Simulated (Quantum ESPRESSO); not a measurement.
ZnAg4Zr2Ru, input and log of a self-consistent run

A calculation, not a measurement. The program is pw.x of Quantum ESPRESSO 7.5 (plane-wave density functional theory). The cell is made up: eight metal atoms on a face-centred cubic lattice, with elements, volume, strain and displacements drawn at random and not relaxed, so it may be unstable or far from any real phase. PseudoDojo standard norm-conserving files set the functional (PBE unless stated); there is no spin polarisation or spin-orbit coupling, the Fermi-Dirac width of 0.25 eV means electrons at about 2900 K, and the masses in the input are unused placeholders. A spin test at this wide smearing found no moment, but such smearing suppresses magnetism that the real alloy may have.

Input:

```
&control calculation='scf', pseudo_dir='./dojo.nc.sr.pbe.v0_5.standard.upf', outdir='./o', disk_io='minimal', tprnfor=.true., tstress=.true. /
&system ibrav=0, nat=8, ntyp=4, nbnd=80, ecutwfc=84.00895049, nosym=.true., tot_charge=0,
 occupations='smearing', smearing='fd', degauss=0.0183746611
/
&electrons conv_thr=1.470e-08, electron_maxstep=70, mixing_beta=0.5 /
ATOMIC_SPECIES
Ag 1.0 Ag.upf
Ru 1.0 Ru.upf
Zn 1.0 Zn.upf
Zr 1.0 Zr.upf
CELL_PARAMETERS angstrom
0.0018 -2.1934 -2.2105
-4.3143 2.1832 -2.1967
6.4138 6.4908 -4.3368
ATOMIC_POSITIONS angstrom
Zn 0.0126 0.017 -0.034
Ag -0.0302 2.1649 -2.1461
Zr -0.0226 4.3015 -4.3552
Ag 4.2664 4.3359 -4.3588
Ag -2.1565 -0.0871 -2.2238
Zr -2.1305 2.0921 -4.4383
Ru 2.0991 2.0806 -4.3622
Ag 2.1406 4.2709 -6.5737
K_POINTS automatic
8 5 3 1 1 1
```

The log is shortened where brackets say so; the opening notice, blank lines, dates and the lines on written files are dropped, and the path of the files is cut. It prints rydbergs, bohrs and kilobars, and counts compression as positive stress. Its total energy is the free energy E - TS of the whole cell.

```
     Program PWSCF v.7.5
     Parallel version (MPI & OpenMP), running on       4 processor cores
     Number of MPI processes:                 4
     Threads/MPI process:                     1
     [start-up lines left out]
     bravais-lattice index     =            0
     lattice parameter (alat)  =       5.8847  a.u.
     unit-cell volume          =    1112.1586 (a.u.)^3
     number of atoms/cell      =            8
     number of atomic types    =            4
     number of electrons       =       136.00
     number of Kohn-Sham states=           80
     kinetic-energy cutoff     =      84.0090  Ry
     charge density cutoff     =     336.0358  Ry
     scf convergence threshold =      1.5E-08
     mixing beta               =       0.5000
     number of iterations used =            8  plain     mixing
     Exchange-correlation= PBE
                           (   1   4   3   4   0   0   0)
     [axes and pseudopotential details left out]
   Cartesian axes
     site n.     atom                  positions (alat units)
         1        Zn     tau(   1) = (   0.0040462   0.0054591  -0.0109183  )
         2        Ag     tau(   2) = (  -0.0096980   0.6952036  -0.6891665  )
         3        Zr     tau(   3) = (  -0.0072574   1.3813195  -1.3985639  )
         4        Ag     tau(   4) = (   1.3700480   1.3923662  -1.3997199  )
         5        Ag     tau(   5) = (  -0.6925062  -0.0279700  -0.7141179  )
         6        Zr     tau(   6) = (  -0.6841569   0.6718257  -1.4252494  )
         7        Ru     tau(   7) = (   0.6740736   0.6681328  -1.4008118  )
         8        Ag     tau(   8) = (   0.6874003   1.3714930  -2.1109798  )
     number of k points=    60  Fermi-Dirac smearing, width (Ry)=  0.0184
                       cart. coord. in units 2pi/alat
        k(    1) = (  -0.0090559   0.0180856  -0.1060002), wk =   0.0333333
        k(    2) = (  -0.1305432  -0.1020980   0.0131548), wk =   0.0333333
     [further k points left out]
     Dense  grid:   115635 G-vectors     FFT dimensions: (  36,  60, 120)
     Estimated max dynamical RAM per process >     468.53 MB
     Estimated total dynamical RAM >       1.75 GB
     Initial potential from superposition of free atoms
     starting charge     135.9925, renormalised to     136.0000
     Starting wfcs are   80 randomized atomic wfcs
     total cpu time spent up to now is        8.9 secs
     per-process dynamical memory:   381.0 Mb
     Self-consistent Calculation
     iteration #  1     ecut=    84.01 Ry     beta= 0.50
     Davidson diagonalization with overlap
     ethr =  1.00E-02,  avg # of iterations =  5.2
     total cpu time spent up to now is       33.0 secs
     total energy              =   -2060.51657938 Ry
     estimated scf accuracy    <       3.78844991 Ry
     iteration #  2     ecut=    84.01 Ry     beta= 0.50
     Davidson diagonalization with overlap
     ethr =  2.79E-03,  avg # of iterations =  5.8
     total cpu time spent up to now is       60.9 secs
     total energy              =   -2057.50263804 Ry
     estimated scf accuracy    <      69.82773427 Ry
     iteration #  3     ecut=    84.01 Ry     beta= 0.50
     Davidson diagonalization with overlap
     ethr =  2.79E-03,  avg # of iterations =  5.8
     total cpu time spent up to now is       89.4 secs
     total energy              =   -2062.26220449 Ry
     estimated scf accuracy    <       9.85512007 Ry
     iteration #  4     ecut=    84.01 Ry     beta= 0.50
     Davidson diagonalization with overlap
     ethr =  2.79E-03,  avg # of iterations =  2.2
     total cpu time spent up to now is      109.5 secs
     total energy              =   -2062.69762976 Ry
     estimated scf accuracy    <       1.44918866 Ry
     iteration #  5     ecut=    84.01 Ry     beta= 0.50
     Davidson diagonalization with overlap
     ethr =  1.07E-03,  avg # of iterations =  2.2
     total cpu time spent up to now is      128.5 secs
     total energy              =   -2062.80251924 Ry
     estimated scf accuracy    <       0.58392587 Ry
     [iterations 6 to 12 left out]
     iteration # 13     ecut=    84.01 Ry     beta= 0.50
     Davidson diagonalization with overlap
     ethr =  4.99E-09,  avg # of iterations =  2.3
     total cpu time spent up to now is      288.6 secs
     total energy              =   -2062.83611199 Ry
     estimated scf accuracy    <       0.00000010 Ry
     iteration # 14     ecut=    84.01 Ry     beta= 0.50
     Davidson diagonalization with overlap
     ethr =  7.43E-11,  avg # of iterations =  4.4
     total cpu time spent up to now is      312.8 secs
     total energy              =   -2062.83611201 Ry
     estimated scf accuracy    <       0.00000003 Ry
     iteration # 15     ecut=    84.01 Ry     beta= 0.50
     Davidson diagonalization with overlap
     ethr =  1.91E-11,  avg # of iterations =  2.0
     total cpu time spent up to now is      335.0 secs
     total energy              =   -2062.83611201 Ry
     estimated scf accuracy    <       0.00000004 Ry
     iteration # 16     ecut=    84.01 Ry     beta= 0.50
     Davidson diagonalization with overlap
     ethr =  1.91E-11,  avg # of iterations =  2.3
     total cpu time spent up to now is      354.6 secs
     total energy              =   -2062.83611201 Ry
     estimated scf accuracy    <       0.00000007 Ry
     iteration # 17     ecut=    84.01 Ry     beta= 0.50
     Davidson diagonalization with overlap
     ethr =  1.91E-11,  avg # of iterations =  2.0
     total cpu time spent up to now is      373.5 secs
     End of self-consistent calculation
     [lines on levels left out]
!    total energy              =   -2062.83611202 Ry
     estimated scf accuracy    <          1.1E-09 Ry
     smearing contrib. (-TS)   =      -0.09818168 Ry
     internal energy E=F+TS    =   -2062.73793034 Ry
     The total energy is F=E-TS. E is the sum of the following terms:
     one-electron contribution =   -1060.12450149 Ry
     hartree contribution      =     585.89546496 Ry
     xc contribution           =    -303.79565358 Ry
     ewald contribution        =   -1284.71324023 Ry
     convergence has been achieved in  17 iterations
     Forces acting on atoms (cartesian axes, Ry/au):
     atom    1 type  3   force =    -0.00559765   -0.00586997    0.00226517
     atom    2 type  1   force =     0.01187296   -0.00330532   -0.00710818
     atom    3 type  4   force =     0.02581701    0.01011071   -0.01678662
     atom    4 type  1   force =    -0.00521393   -0.00541496    0.00327895
     atom    5 type  1   force =     0.00274923    0.00186458    0.00081415
     atom    6 type  4   force =    -0.02874140    0.01924624   -0.00254189
     atom    7 type  2   force =    -0.00278669   -0.01992390    0.02116788
     atom    8 type  1   force =     0.00190047    0.00329262   -0.00108945
     Total force =     0.058943     Total SCF correction =     0.000226
     Computing stress (Cartesian axis) and pressure
          total   stress  (Ry/bohr**3)                   (kbar)     P=      -90.21
  -0.00063350   0.00010728  -0.00010743          -93.19       15.78      -15.80
   0.00010728  -0.00060025   0.00008351           15.78      -88.30       12.28
  -0.00010743   0.00008351  -0.00060595          -15.80       12.28      -89.14
     init_run     :      8.42s CPU      8.76s WALL (       1 calls)
     electrons    :    356.40s CPU    364.59s WALL (       1 calls)
     forces       :      3.02s CPU      3.04s WALL (       1 calls)
     stress       :     10.13s CPU     10.14s WALL (       1 calls)
     [timing details left out]
     PWSCF        :   6m18.16s CPU   6m26.81s WALL
     JOB DONE.
```

In other units: free energy -28066.315 eV for the cell, pressure -9.02 GPa, largest force component 0.739 eV/Å in size. The run took 388 s of wall time with four MPI processes on a shared machine (Intel Xeon, 2023 or later, virtual cores), so the time is rough. A rerun of this cell at a higher cutoff and on a denser mesh moved values by no more than 0.003 eV in energy, 0.06 GPa in stress and 0.004 eV/Å in force, and a second program with other atomic files agreed on that cell to 2 % rms in force and 0.5 GPa in pressure.